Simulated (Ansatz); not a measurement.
Input, command and steps of an Ansatz relaxation.

```yaml
crystal:
  lattice:
    - [6.18672148, 0.0, 0.0]
    - [0.0, 6.18672148, 0.0]
    - [0.0, 0.0, 6.18672148]
  atoms:
    - { symbol: Cu, position: [0.4926655105, 0.9952033201, 0.000124206] }
    - { symbol: Cu, position: [0.7521354336, 0.7486135148, 0.7483865417] }
    - { symbol: Zn, position: [0.0024265807, 0.9953695876, 0.0042172946] }
    - { symbol: Zn, position: [0.9960692714, 0.4987161216, 0.0080624989] }
    - { symbol: Zn, position: [0.9982606043, 0.000327508, 0.502405656] }
    - { symbol: Zn, position: [0.2490307379, 0.251547661, 0.2503005689] }
    - { symbol: Zn, position: [0.4994208223, 0.4988608461, 0.0041232484] }
    - { symbol: Zn, position: [0.4971497582, 0.0026086331, 0.5012617731] }
    - { symbol: Zn, position: [0.7478364136, 0.2443293838, 0.250746603] }
    - { symbol: Zn, position: [0.0012435234, 0.5008812859, 0.4977345654] }
    - { symbol: Zn, position: [0.2531292802, 0.7513518074, 0.247238395] }
    - { symbol: Zn, position: [0.2479796863, 0.2511979967, 0.7487545598] }
    - { symbol: Zn, position: [0.5013784997, 0.5000997171, 0.4999441104] }
    - { symbol: Zn, position: [0.744718897, 0.7540571984, 0.2497984919] }
    - { symbol: Zn, position: [0.7458614934, 0.2551892458, 0.7439090758] }
    - { symbol: Zn, position: [0.2460258242, 0.7473542009, 0.7486426861] }
  symmetry: { detect: false }
basis:
  ecutwfc: 420
kpoints:
  mp_grid: { grid: [2, 2, 2], shift: [0.5, 0.5, 0.5] }
hamiltonian:
  xc: pbe
scf:
  occupations: { method: gaussian, width: 0.1 }
  lower_state_search: "off"
output:
  forces: true
  stress: true
  eigenvalues: true
relax:
  adjacent_minimum: "off"
  f_tol: 0.04
  max_steps: 50
  cell: { stress_tol: 0.3 }
```

```bash
ansatz run input.yaml --threads 4 --pin off --max-ram 9216MiB --backend cpu --events-out ev --progress --plain --runs-dir out
```

All numbers below come from Ansatz, DFT PBE, scalar-relativistic, plane waves, PAW.

Of 14 frames 10 are shown, positions in Å and forces in eV/Å; the SCF threshold varies from step to step. Steps run on the plane waves of an earlier cell, with a Pulay correction in the pressure. The basis is chosen afresh for the last frame, the zero of the energies, and at times for earlier ones too; energy and pressure step there, also at an unchanged geometry.

```xyz
16
Lattice="6.1867 0.0000 0.0000 0.0000 6.1867 0.0000 0.0000 0.0000 6.1867" Properties=species:S:1:pos:R:3:forces:R:3 pbc="T T T" step=1 free_energy_over_end_meV_per_atom=86.38 pressure_GPa=-2.46
Cu    3.0480    6.1570    0.0008    0.0755    0.0662   -0.1353
Cu    4.6533    4.6315    4.6301   -0.0387    0.0206    0.0618
Zn    0.0150    6.1581    0.0261   -0.2021    0.0073   -0.2451
Zn    6.1624    3.0854    0.0499   -0.1213    0.1101   -0.2054
Zn    6.1760    0.0020    3.1082   -0.0698   -0.1251    0.0846
Zn    1.5407    1.5563    1.5485    0.1246   -0.1646   -0.1009
Zn    3.0898    3.0863    0.0255    0.1419    0.1172   -0.2102
Zn    3.0757    0.0161    3.1012    0.0858   -0.1836    0.1909
Zn    4.6267    1.5116    1.5513   -0.1140   -0.0822   -0.1476
Zn    0.0077    3.0988    3.0793   -0.1687    0.1411    0.0465
Zn    1.5660    4.6484    1.5296    0.0499    0.0657    0.0221
Zn    1.5342    1.5541    4.6323    0.0719   -0.0684    0.1906
Zn    3.1019    3.0940    3.0930    0.0616    0.1620    0.0652
Zn    4.6074    4.6651    1.5454   -0.0553    0.0928   -0.0715
Zn    4.6144    1.5788    4.6024   -0.0020   -0.2331    0.3106
Zn    1.5221    4.6237    4.6316    0.1606    0.0741    0.1437
16
Lattice="6.1461 -0.0118 -0.0148 -0.0118 6.1460 0.0156 -0.0148 0.0156 6.1069" Properties=species:S:1:pos:R:3:forces:R:3 pbc="T T T" step=2 free_energy_over_end_meV_per_atom=76.20 pressure_GPa=-0.34
Cu    3.0267    6.1186   -0.0102    0.0593    0.0393   -0.0923
Cu    4.5968    4.6062    4.5778   -0.0299    0.0140    0.0339
Zn   -0.0203    6.1194    0.0088   -0.1023   -0.0175   -0.1086
Zn    6.1033    3.0679    0.0226   -0.0695    0.0829   -0.0882
Zn    6.1225   -0.0145    3.0648   -0.0381   -0.0609    0.0100
Zn    1.5375    1.5306    1.5152    0.0812   -0.1055   -0.0347
Zn    3.0811    3.0782    0.0025    0.0856    0.0850   -0.0953
Zn    3.0587   -0.0043    3.0837    0.0474   -0.0950    0.0990
Zn    4.5729    1.4862    1.5069   -0.0658   -0.0669   -0.0447
Zn   -0.0278    3.0944    3.0530   -0.1183    0.0716   -0.0056
Zn    1.5467    4.6295    1.5141    0.0314    0.0334    0.0375
Zn    1.5168    1.5514    4.5911    0.0473   -0.0292    0.0879
Zn    3.0806    3.0853    3.0651    0.0420    0.0836    0.0112
Zn    4.5578    4.6462    1.5143   -0.0431    0.0678   -0.0188
Zn    4.5726    1.5390    4.5762   -0.0182   -0.1331    0.1394
Zn    1.5083    4.6068    4.5962    0.0908    0.0304    0.0694
16
Lattice="6.1621 -0.0752 -0.0495 -0.0752 6.1727 0.0544 -0.0495 0.0544 5.9775" Properties=species:S:1:pos:R:3:forces:R:3 pbc="T T T" step=4 free_energy_over_end_meV_per_atom=62.40 pressure_GPa=1.14
Cu    2.9847    6.1142   -0.0170    0.0118   -0.0186   -0.0145
Cu    4.5254    4.6165    4.4928   -0.0076    0.0146   -0.0171
Zn   -0.0965    6.1384    0.0178    0.0621   -0.0323    0.0387
Zn    6.0668    3.0426   -0.0056   -0.0079    0.0385    0.0655
Zn    6.1177   -0.0696    2.9747    0.0224    0.0336   -0.0448
Zn    1.5398    1.5051    1.4680    0.0338   -0.0470    0.0179
Zn    3.0823    3.0791   -0.0170   -0.0012   -0.0075    0.0385
Zn    3.0594   -0.0395    3.0352   -0.0047    0.0204   -0.0144
Zn    4.5426    1.4341    1.4419    0.0314   -0.0293    0.0404
Zn   -0.1138    3.1409    3.0072   -0.0496    0.0142   -0.0295
Zn    1.5028    4.6513    1.5042   -0.0025   -0.0251    0.0280
Zn    1.4867    1.5753    4.5136   -0.0019    0.0238   -0.0348
Zn    3.0537    3.0969    3.0101   -0.0154   -0.0286   -0.0340
Zn    4.4977    4.6587    1.4782   -0.0365    0.0517    0.0392
Zn    4.5448    1.5002    4.4993   -0.0014    0.0265   -0.0584
Zn    1.4521    4.6380    4.5358   -0.0328   -0.0348   -0.0207
16
Lattice="6.1851 -0.1724 -0.0761 -0.1724 6.2299 0.1031 -0.0761 0.1031 5.8746" Properties=species:S:1:pos:R:3:forces:R:3 pbc="T T T" step=5 free_energy_over_end_meV_per_atom=54.16 pressure_GPa=2.05
Cu    2.9108    6.1181   -0.0032   -0.0626   -0.0731    0.0350
Cu    4.4392    4.6337    4.4386    0.0203    0.0190   -0.0506
Zn   -0.1936    6.1884    0.0496    0.1851   -0.0330    0.1045
Zn    6.0221    2.9981   -0.0079    0.0365    0.0141    0.1658
Zn    6.1309   -0.1434    2.8980    0.0832    0.0859   -0.0539
Zn    1.5366    1.4801    1.4355   -0.0196   -0.0186    0.0117
Zn    3.0577    3.0662   -0.0135   -0.0840   -0.0984    0.1186
Zn    3.0657   -0.0779    2.9894   -0.0382    0.0964   -0.1023
Zn    4.5252    1.3712    1.3989    0.1092    0.0122    0.0682
Zn   -0.2087    3.2113    2.9809    0.0227    0.0024   -0.0164
Zn    1.4325    4.6810    1.5134   -0.0437   -0.0541    0.0148
Zn    1.4549    1.6041    4.4502   -0.0524    0.0574   -0.1066
Zn    3.0084    3.1036    2.9722   -0.0669   -0.1071   -0.0543
Zn    4.4173    4.6696    1.4697   -0.0206    0.0356    0.0904
Zn    4.5247    1.4660    4.4309    0.0601    0.1577   -0.1621
Zn    1.3688    4.6867    4.4958   -0.1291   -0.0963   -0.0625
16
Lattice="6.1200 -0.2498 -0.0450 -0.2498 6.3936 0.1965 -0.0450 0.1965 5.9597" Properties=species:S:1:pos:R:3:forces:R:3 pbc="T T T" step=7 free_energy_over_end_meV_per_atom=39.77 pressure_GPa=-0.51
Cu    2.7945    6.2267    0.0967   -0.0080   -0.0099   -0.0747
Cu    4.3498    4.7758    4.5903   -0.0277   -0.0027   -0.0108
Zn   -0.2358    6.3281    0.1459    0.0230   -0.0691   -0.0557
Zn    5.9118    3.0251    0.1130   -0.0136    0.0458    0.0684
Zn    6.1047   -0.1580    2.9588    0.0016   -0.0324    0.0624
Zn    1.5187    1.4859    1.4710   -0.0259   -0.0157   -0.0301
Zn    2.9664    3.0890    0.0825    0.0212    0.0375    0.0000
Zn    3.0462   -0.0460    3.0381   -0.0234    0.0314    0.0569
Zn    4.5021    1.3602    1.4645    0.0379   -0.0569   -0.0629
Zn   -0.2469    3.3731    3.0720    0.0132    0.0241   -0.0295
Zn    1.3602    4.7973    1.6322    0.0435    0.0264   -0.0060
Zn    1.4332    1.7054    4.5280   -0.0459    0.0428    0.0011
Zn    2.9347    3.1745    3.0646    0.0076   -0.0284   -0.0048
Zn    4.2976    4.7807    1.6065   -0.0434    0.0652    0.0341
Zn    4.5042    1.5505    4.5142    0.0142   -0.0273    0.0666
Zn    1.3008    4.8409    4.6261    0.0256   -0.0310   -0.0154
16
Lattice="5.8510 -0.1756 0.0715 -0.1756 6.5610 0.2584 0.0715 0.2584 6.0556" Properties=species:S:1:pos:R:3:forces:R:3 pbc="T T T" step=8 free_energy_over_end_meV_per_atom=35.80 pressure_GPa=-0.27
Cu    2.6968    6.4268    0.1336   -0.0086   -0.0439   -0.1359
Cu    4.2460    4.9429    4.7356   -0.0979   -0.0921   -0.0800
Zn   -0.1264    6.3465    0.1118    0.0054   -0.0812   -0.1400
Zn    5.6734    3.3006    0.3650   -0.0819    0.0440    0.0791
Zn    5.9198   -0.0645    3.1987   -0.0298    0.0605    0.0623
Zn    1.4268    1.4895    1.4671    0.0477   -0.0012   -0.0707
Zn    2.8777    3.2260    0.2569    0.0604    0.0176    0.0825
Zn    2.9441    0.1689    3.2412   -0.0360    0.1405    0.1152
Zn    4.4146    1.3566    1.5097    0.0192   -0.0814   -0.0965
Zn   -0.1535    3.4936    3.0737   -0.0860   -0.0756   -0.0291
Zn    1.4263    5.0345    1.7917    0.0475    0.0335    0.0904
Zn    1.3943    1.9334    4.7023   -0.0100    0.0824    0.1337
Zn    2.9144    3.2029    3.1186    0.1150   -0.0714   -0.1135
Zn    4.1290    5.0914    1.8328   -0.0843    0.0512    0.1391
Zn    4.4729    1.7471    4.7582   -0.0394    0.0922    0.0802
Zn    1.4327    4.9154    4.7073    0.1783   -0.0750   -0.1172
16
Lattice="5.8674 -0.2176 -0.0358 -0.2176 6.3555 0.2913 -0.0358 0.2913 6.1772" Properties=species:S:1:pos:R:3:forces:R:3 pbc="T T T" step=10 free_energy_over_end_meV_per_atom=8.53 pressure_GPa=0.05
Cu    2.6906    6.0213    0.0173    0.1076   -0.1355    0.0167
Cu    4.1388    4.6443    4.6244    0.0916   -0.1308   -0.0854
Zn   -0.2119    6.0587    0.0421    0.0287   -0.0641   -0.0379
Zn    5.6851    3.2328    0.3567    0.0190    0.0274   -0.0315
Zn    5.8586    0.0942    3.2494   -0.0536    0.1054    0.0001
Zn    1.4435    1.3266    1.3523    0.0411   -0.0542    0.0803
Zn    2.8701    3.2796    0.3491   -0.1320    0.1781   -0.0438
Zn    2.9117    0.2943    3.3360   -0.0899   -0.0464    0.0393
Zn    4.3658    1.2252    1.3558    0.0485   -0.0798    0.0069
Zn   -0.2392    3.2290    3.0521    0.1067   -0.1066    0.0067
Zn    1.3480    4.9856    1.9582   -0.0898    0.0992   -0.0581
Zn    1.3599    1.9845    4.9275   -0.0362   -0.0074   -0.0495
Zn    2.8395    2.9660    3.0067    0.0301   -0.0071    0.0214
Zn    4.1109    4.9825    1.9574   -0.0339    0.0562    0.1243
Zn    4.3382    1.8332    4.9204   -0.0844    0.1552   -0.0055
Zn    1.3303    4.6731    4.6366    0.0465    0.0107    0.0162
16
Lattice="5.8824 -0.2431 -0.0223 -0.2431 6.3182 0.2725 -0.0223 0.2725 6.1753" Properties=species:S:1:pos:R:3:forces:R:3 pbc="T T T" step=11 free_energy_over_end_meV_per_atom=7.96 pressure_GPa=0.85
Cu    2.7165    5.8746   -0.0302    0.1177    0.0871    0.1400
Cu    4.1647    4.5010    4.5395    0.1218   -0.0315    0.1458
Zn   -0.2564    5.9815   -0.0259   -0.0009    0.0966    0.0812
Zn    5.6877    3.2270    0.3880    0.0316   -0.0928   -0.1202
Zn    5.8510    0.1605    3.3065   -0.0352   -0.0219   -0.0905
Zn    1.4844    1.2485    1.3074    0.0277    0.0550    0.2095
Zn    2.8373    3.3550    0.3979   -0.1493   -0.0047   -0.1892
Zn    2.9217    0.3182    3.3908   -0.0634   -0.2100   -0.0640
Zn    4.3670    1.1606    1.3117    0.0389    0.0193    0.1387
Zn   -0.2188    3.0994    2.9908    0.1313    0.0009    0.1194
Zn    1.3022    5.0113    2.0008   -0.1250   -0.0343   -0.2099
Zn    1.3868    1.9874    4.9931   -0.0504   -0.0906   -0.2554
Zn    2.8425    2.8697    2.9431    0.0083    0.1360    0.1785
Zn    4.1153    4.9646    2.0359    0.0121   -0.0638   -0.0935
Zn    4.3032    1.8750    4.9851   -0.0718    0.0612   -0.1846
Zn    1.3314    4.5818    4.5532    0.0063    0.0945    0.1947
16
Lattice="5.9259 -0.2312 0.0036 -0.2312 6.3537 0.2423 0.0036 0.2423 6.1258" Properties=species:S:1:pos:R:3:forces:R:3 pbc="T T T" step=13 free_energy_over_end_meV_per_atom=-0.19 pressure_GPa=0.02
Cu    2.8416    5.9257   -0.0115    0.0025    0.0095    0.0229
Cu    4.3238    4.4821    4.5297    0.0242   -0.0189    0.0060
Zn   -0.3094    6.0970   -0.0151    0.0050   -0.0103    0.0150
Zn    5.7585    3.1988    0.3564   -0.0108    0.0143    0.0046
Zn    5.8742    0.1453    3.2871   -0.0208    0.0030   -0.0276
Zn    1.5351    1.2750    1.3376    0.0256    0.0027    0.0316
Zn    2.7935    3.3877    0.3412   -0.0244    0.0023    0.0019
Zn    3.0038    0.1992    3.3480   -0.0168    0.0162   -0.0155
Zn    4.3716    1.2266    1.3616   -0.0174   -0.0353    0.0214
Zn   -0.1083    3.0678    2.9770    0.0262   -0.0020   -0.0037
Zn    1.2654    5.0479    1.9104   -0.0023    0.0168   -0.0074
Zn    1.4414    1.9008    4.8954   -0.0144   -0.0059   -0.0092
Zn    2.8364    2.9686    2.9747    0.0166   -0.0082   -0.0027
Zn    4.2134    4.9181    1.9778    0.0024    0.0184   -0.0070
Zn    4.2975    1.8950    4.9167   -0.0161   -0.0122   -0.0302
Zn    1.2958    4.6787    4.5684    0.0201    0.0094   -0.0001
16
Lattice="5.9259 -0.2312 0.0036 -0.2312 6.3537 0.2423 0.0036 0.2423 6.1258" Properties=species:S:1:pos:R:3:forces:R:3 pbc="T T T" step=14 free_energy_over_end_meV_per_atom=0.00 pressure_GPa=0.04
Cu    2.8416    5.9257   -0.0115    0.0026    0.0095    0.0231
Cu    4.3238    4.4821    4.5297    0.0246   -0.0190    0.0060
Zn   -0.3094    6.0970   -0.0151    0.0051   -0.0099    0.0147
Zn    5.7585    3.1988    0.3564   -0.0105    0.0135    0.0048
Zn    5.8742    0.1453    3.2871   -0.0210    0.0031   -0.0275
Zn    1.5351    1.2750    1.3376    0.0253    0.0030    0.0317
Zn    2.7935    3.3877    0.3412   -0.0246    0.0023    0.0022
Zn    3.0038    0.1992    3.3480   -0.0170    0.0162   -0.0157
Zn    4.3716    1.2266    1.3616   -0.0177   -0.0346    0.0217
Zn   -0.1083    3.0678    2.9770    0.0266   -0.0018   -0.0040
Zn    1.2654    5.0479    1.9104   -0.0024    0.0167   -0.0071
Zn    1.4414    1.9008    4.8954   -0.0146   -0.0061   -0.0090
Zn    2.8364    2.9686    2.9747    0.0165   -0.0079   -0.0029
Zn    4.2134    4.9181    1.9778    0.0028    0.0176   -0.0074
Zn    4.2975    1.8950    4.9167   -0.0158   -0.0122   -0.0306
Zn    1.2958    4.6787    4.5684    0.0200    0.0096   -0.0001
```

It took 99 s on 4 threads of Arm Neoverse V2 (shared host), peak memory 0.88 GiB.

The k mesh is coarse.